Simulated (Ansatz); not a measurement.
A relaxation computed with Ansatz, from input to last step.

```yaml
crystal:
  lattice:
    - [3.9935573403, 0.0, 0.0]
    - [0.0, 3.9935573403, 0.0]
    - [0.0, 0.0, 3.9935573403]
  atoms:
    - { symbol: Hf, position: [0.0, 0.5, 0.5] }
    - { symbol: Hf, position: [0.5, 0.0, 0.5] }
    - { symbol: Hf, position: [0.5, 0.5, 0.0] }
    - { symbol: B, position: [0.0, 0.0, 0.0] }
basis:
  ecutwfc: 420
kpoints:
  mp_grid: { grid: [4, 4, 4] }
hamiltonian:
  xc: pbe
scf:
  occupations: { method: gaussian, width: 0.1 }
  lower_state_search: "off"
output:
  forces: true
  stress: true
  eigenvalues: true
relax:
  adjacent_minimum: "off"
  f_tol: 0.04
  max_steps: 70
  cell: { stress_tol: 0.4 }
```

```bash
ansatz run input.yaml --threads 1 --pin off --max-ram 2560MiB --backend cpu --events-out ev --progress --plain --runs-dir out
```

Computed with Ansatz 0.2.0, DFT PBE, scalar-relativistic, plane waves, PAW.

Of 5 frames 5 are shown, positions in Å and forces in eV/Å; the SCF threshold varies from step to step. Steps run on the plane waves of an earlier cell, with a Pulay correction in the pressure. The basis is chosen afresh for the last frame, the zero of the energies, and at times for earlier ones too; energy and pressure step there, also at an unchanged geometry.

```xyz
4
Lattice="3.9936 0.0000 0.0000 0.0000 3.9936 0.0000 0.0000 0.0000 3.9936" Properties=species:S:1:pos:R:3:forces:R:3 pbc="T T T" step=1 free_energy_over_end_meV_per_atom=68.16 pressure_GPa=14.36
Hf    0.0000    1.9968    1.9968    0.0000    0.0000    0.0000
Hf    1.9968    0.0000    1.9968    0.0000    0.0000    0.0000
Hf    1.9968    1.9968    0.0000    0.0000    0.0000    0.0000
B     0.0000    0.0000    0.0000    0.0000    0.0000    0.0000
4
Lattice="4.1882 0.0000 0.0000 0.0000 4.1882 0.0000 0.0000 0.0000 4.1882" Properties=species:S:1:pos:R:3:forces:R:3 pbc="T T T" step=2 free_energy_over_end_meV_per_atom=13.58 pressure_GPa=-4.81
Hf    0.0000    2.0941    2.0941    0.0000    0.0000    0.0000
Hf    2.0941    0.0000    2.0941    0.0000    0.0000    0.0000
Hf    2.0941    2.0941    0.0000    0.0000    0.0000    0.0000
B     0.0000    0.0000    0.0000    0.0000    0.0000    0.0000
4
Lattice="4.1359 0.0000 0.0000 0.0000 4.1359 0.0000 0.0000 0.0000 4.1359" Properties=species:S:1:pos:R:3:forces:R:3 pbc="T T T" step=3 free_energy_over_end_meV_per_atom=1.23 pressure_GPa=-0.72
Hf    0.0000    2.0679    2.0679    0.0000    0.0000    0.0000
Hf    2.0679    0.0000    2.0679    0.0000    0.0000    0.0000
Hf    2.0679    2.0679    0.0000    0.0000    0.0000    0.0000
B     0.0000    0.0000    0.0000    0.0000    0.0000    0.0000
4
Lattice="4.1269 0.0000 0.0000 0.0000 4.1269 0.0000 0.0000 0.0000 4.1269" Properties=species:S:1:pos:R:3:forces:R:3 pbc="T T T" step=4 free_energy_over_end_meV_per_atom=0.92 pressure_GPa=0.04
Hf    0.0000    2.0634    2.0634    0.0000    0.0000    0.0000
Hf    2.0634    0.0000    2.0634    0.0000    0.0000    0.0000
Hf    2.0634    2.0634    0.0000    0.0000    0.0000    0.0000
B     0.0000    0.0000    0.0000    0.0000    0.0000    0.0000
4
Lattice="4.1269 0.0000 0.0000 0.0000 4.1269 0.0000 0.0000 0.0000 4.1269" Properties=species:S:1:pos:R:3:forces:R:3 pbc="T T T" step=5 free_energy_over_end_meV_per_atom=0.00 pressure_GPa=0.05
Hf    0.0000    2.0634    2.0634    0.0000    0.0000    0.0000
Hf    2.0634    0.0000    2.0634    0.0000    0.0000    0.0000
Hf    2.0634    2.0634    0.0000    0.0000    0.0000    0.0000
B     0.0000    0.0000    0.0000    0.0000    0.0000    0.0000
```

The start puts this composition into another compound's structure type, which needn't suit it. At the end the space group is Pm-3m (tolerance 0.05 Å).

The k mesh is coarse. Spin–orbit coupling is left out, which can shift energies with elements as heavy as these.